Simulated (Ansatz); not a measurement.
Sb:
```cif
data_Sb6
_chemical_formula_sum 'Sb6'
_space_group_name_H-M_alt 'R-3m :H'
_space_group_IT_number 166
_space_group_name_Hall '-R 3 2"'
_cell_length_a 4.29426
_cell_length_b 4.29426
_cell_length_c 10.96753
_cell_angle_alpha 90.000
_cell_angle_beta 90.000
_cell_angle_gamma 120.000
loop_
_atom_site_label
_atom_site_type_symbol
_atom_site_symmetry_multiplicity
_atom_site_Wyckoff_symbol
_atom_site_fract_x
_atom_site_fract_y
_atom_site_fract_z
_atom_site_occupancy
Sb1 Sb 6 c 0.00000 0.00000 0.26415 1
```
(The calculation used a cell of 2 atoms; values per cell refer to that cell.)

Relaxed with LDA.

Question: Decompose the optical modes at the zone centre into irreducible representations, and say which are infrared and Raman allowed.

Answer: Point group -3m: Γ_opt = A1g + Eg. Infrared: none. Raman: A1g, Eg.

Question: Assign frequencies (DFPT, LDA in the plane-wave PAW code Ansatz).

Answer: Eg 89, A1g 137 cm⁻¹.

Symmetry was held in the LDA relaxation; of distortions, only those at the zone centre were tested. As this level gives no gap, phonon frequencies hold no LO–TO term and depend on the k-mesh and smearing (Fermi–Dirac, 0.1 eV here). Spin–orbit coupling is left out wherever it is not named.

Potentials: the earlier of the program's two PAW sets.
